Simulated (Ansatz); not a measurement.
Ga: electron density at the nuclei under pressure

```xyz
4
Lattice="2.2553 -3.8224 0.0000 2.2553 3.8224 0.0000 0.0000 0.0000 4.5167" Properties=species:S:1:pos:R:3 pbc="T T T"
Ga    2.2553    2.6566    0.3546
Ga    2.2553   -1.1658    1.9038
Ga    2.2553   -2.6566    4.1621
Ga    2.2553    1.1658    2.6129
```

Atoms are numbered in the order listed.

Conventional cell: a = 4.511 Å, b = 7.645 Å, c = 4.517 Å, α = 90.00°, β = 90.00°, γ = 90.00°. Ga (atom 1) is surrounded by 7 Ga at 2.44 to 2.79 Å.

The cell is COD entry 9008562, as deposited and not checked against the literature; nothing was relaxed.

Level of theory: Ansatz 0.2.0, DFT, PBEsol, all-electron PAW with datasets made for the crystal, scalar-relativistic.

Settings: a Γ-centred 9×9×8 k mesh, Fermi–Dirac smearing of 0.05 eV, cutoff 320 eV (chosen by the program for this cell), no spin polarisation.

The contact density is the mean electron density over the nuclear volume; its changes follow the s electrons' response to bonding and compression. Changes below are taken from the unscaled cell, where it is 187130 e/Å³ at Ga1.

Volumes at which the program chose other datasets or cutoffs are left out.

The datasets are made afresh for each cell, so very small changes are uncertain.

Does compression raise or lower the contact density at Ga1?

It lowers it, by 1.65 e/Å³ over the whole range.

Tabulate the changes with volume.


```
V/V(cell)  P (GPa)  Δρ(0) Ga1 (e/Å³)
   0.9400      2.8             -1.65
   0.9600      1.3             -1.14
   0.9800      0.0             -0.58
   0.9900     -0.6             -0.29
   1.0000     -1.2              0.00
```
